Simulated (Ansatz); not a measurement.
# Calculated O-17 NMR of the central transition for B₅H₁₂NO₁₂

Cell: a Materials Project structure (computed, not necessarily an observed phase), taken as it stands.

```xyz
60
Lattice="11.4607 0.0000 0.0000 0.0000 5.5570 4.6663 0.0000 -5.5570 4.6663" Properties=species:S:1:pos:R:3 pbc="T T T"
B     5.7303    0.0000    0.9733
B     0.0000    0.0000    5.6396
B     3.6563   -1.0833    1.8601
B     7.8043    1.0833    1.8601
B     2.0740   -1.0833    6.5264
B     9.3867    1.0833    6.5264
B     3.4407   -4.9569    4.8299
B     8.0200    4.9569    4.8299
B     2.2896    0.6001    4.8299
B     9.1711   -0.6001    4.8299
H     2.0440   -1.9472    2.6113
H     9.4167    1.9472    2.6113
H     3.6863   -1.9472    7.2776
H     7.7744    1.9472    7.2776
H     2.9650   -3.5511    3.4826
H     8.4957    3.5511    3.4826
H     2.7654    2.0059    3.4826
H     8.6953   -2.0059    3.4826
H     5.7364   -2.8658    6.8921
H     5.7243    2.8658    6.8921
H    11.4546    2.6912    6.8921
H     0.0061   -2.6912    6.8921
H     5.8367   -1.6400    7.9087
H     5.6240    1.6400    7.9087
H    11.3543   -1.6400    3.2424
H     0.1064    1.6400    3.2424
H     0.4704   -0.6736    0.7992
H    10.9903    0.6736    0.7992
H     5.2599   -0.6736    5.4655
H     6.2008    0.6736    5.4655
H    10.7535    5.0709    4.2648
H     0.7072   -5.0709    4.2648
H     6.4376   -0.4861    4.2648
H     5.0231    0.4861    4.2648
N     0.0000    0.0000    0.1738
N     5.7303    0.0000    4.8402
O     5.0149   -0.9708    1.8460
O     6.4457    0.9708    1.8460
O     0.7154   -0.9708    6.5123
O    10.7453    0.9708    6.5123
O     4.7951   -4.7926    4.7751
O     6.6656    4.7926    4.7751
O     0.9352    0.7644    4.7751
O    10.5254   -0.7644    4.7751
O     2.8497   -0.3080    1.0363
O     8.6110    0.3080    1.0363
O     2.8807   -0.3080    5.7026
O     8.5800    0.3080    5.7026
O     3.0448   -1.9887    2.6930
O     8.4159    1.9887    2.6930
O     2.6856   -1.9887    7.3594
O     8.7751    1.9887    7.3594
O     2.5615   -4.2670    4.0373
O     8.8992    4.2670    4.0373
O     3.1689    1.2900    4.0373
O     8.2918   -1.2900    4.0373
O     5.3839   -1.9623    7.0894
O     6.0768    1.9623    7.0894
O     0.3465   -1.9623    2.4231
O    11.1142    1.9623    2.4231
```

Sites (sets of like atoms) are named by element and the number of their first atom in this list.

Method: Kohn–Sham DFT in Ansatz, PBE, plane waves and PAW, scalar-relativistic, 420 eV cutoff, Γ-centred 2×3×3 k-points, Fermi–Dirac smearing 0.02 eV.

O-17 has I = 5/2 and Q = -25.58 mb (Pyykkö 2018); at 7.05 T its Larmor frequency is ν₀ = 40.7 MHz. Only the quadrupole interaction is simulated: positions count from each site's isotropic chemical shift, and J coupling is left out, as are shift anisotropy and dipolar coupling, which fast spinning averages.

(1) What does the O-17 spectrum (fast magic-angle spinning) show for each site?

Results:

(1) 

```csv
site,first shell,C_Q (MHz),η,P_Q (MHz),δ_QIS (ppm),breadth (kHz)
O37,"2 B at 1.36–1.49 Å, angle 123°; also 1 H at 1.90 Å",-5.09,0.21,5.12,-95.1,8.76
O41,"2 B at 1.37–1.49 Å, angle 123°; also 1 H at 1.95 Å",-5.16,0.21,5.20,-97.8,9.00
O45,"2 B at 1.39 Å, angle 119°",-4.93,0.26,4.99,-90.1,8.36
O49,"1 H at 1.00 Å, 1 B at 1.37 Å, angle 112°; also 1 H at 1.75 Å",-5.98,0.50,6.22,-140,13.3
O53,"1 H at 0.99 Å, 1 B at 1.37 Å, angle 115°; also 1 H at 2.03 Å",-6.35,0.44,6.55,-155,14.7
O57,"2 H at 0.99 Å, angle 107°; also 2 H at 1.71–2.08 Å",8.28,0.84,9.19,-306,28.1
```

δ_QIS = −(ν_Q²/30ν₀²)[I(I+1) − 3/4](1 + η²/3) × 10⁶ ppm with ν_Q = 3|C_Q|/[2I(2I−1)]; it falls as 1/B₀² in ppm, and the breadth as 1/B₀ in kHz.

The broadest static pattern spans 93 kHz. The table holds for spinning faster than that; slower spinning leaves sidebands.

At O37, O41, O45, O49 and O53 V_zz runs parallel to the line that joins its two neighbours (within 11°) in each case.

Hardware: 1 thread of Arm Neoverse V1 (aarch64; 8 cores open to the job, memory cap 2.5 GiB, no GPU), a shared host with a load of 0.3 a core. Wall time 2.5 min, CPU time 2.5 min, peak memory 1.2 GiB.
